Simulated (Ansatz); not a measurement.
Clean, relaxed (100) surface of W, space group Im-3m (No. 229) (top face towards +c; atoms held fixed, by place in the list: 1, 2):

```
W
1.0
     3.15436    0.00000    0.00000
     0.00000    3.15436    0.00000
     0.00000    0.00000   23.30872
W
5
Direct
  0.50000 0.50000 0.36467
  0.00000 0.00000 0.43234
  0.50000 0.50000 0.49852
  0.00000 0.00000 0.56821
  0.50000 0.50000 0.62813
```

Method: DFT PBEsol, scalar-relativistic, plane waves, PAW in Ansatz. Settings: cutoff 420 eV, Γ-centred mesh 9×9×1 on the computed 5-atom cell, Gaussian smearing of 0.10 eV; no spin polarisation. A dipole correction removes the field between periodic images along c.

F (atom) is put at the hollow (over W) at (0.00, 0.00) site, one adsorbate per 9.9 Å², and relaxed. The adsorption energy is E(slab + adsorbate) − E(slab) − E(free adsorbate, spin-polarised where open-shell). Heights count from the highest slab atom after relaxation. Bonded neighbours lie within 1.25 times the sum of covalent radii (1.35 for H) and, on that scale, within 12 % of the closest. With the adsorbate the cell is lengthened along c to keep the vacuum.

**Question.** How strongly does it bind, and where does its anchoring atom end?

**Answer.** -4.46 eV; at (0.00, 0.00), 4 bonded neighbours (W).

**Question.** How high does its anchoring atom sit over the highest slab atom, and what is the shortest contact with the surface?

**Answer.** 1.40 Å; F–W 2.63 Å.

**Question.** The clean face has a work function of 4.21 eV. How does the adsorbate change it?

**Answer.** By +1.92 eV.

Each end is the local minimum or symmetric point that its start leads to. The slab is only 6.3 Å thick, so the energies aren't converged with thickness.

Spin polarisation was left out, and a magnetic state may lie lower.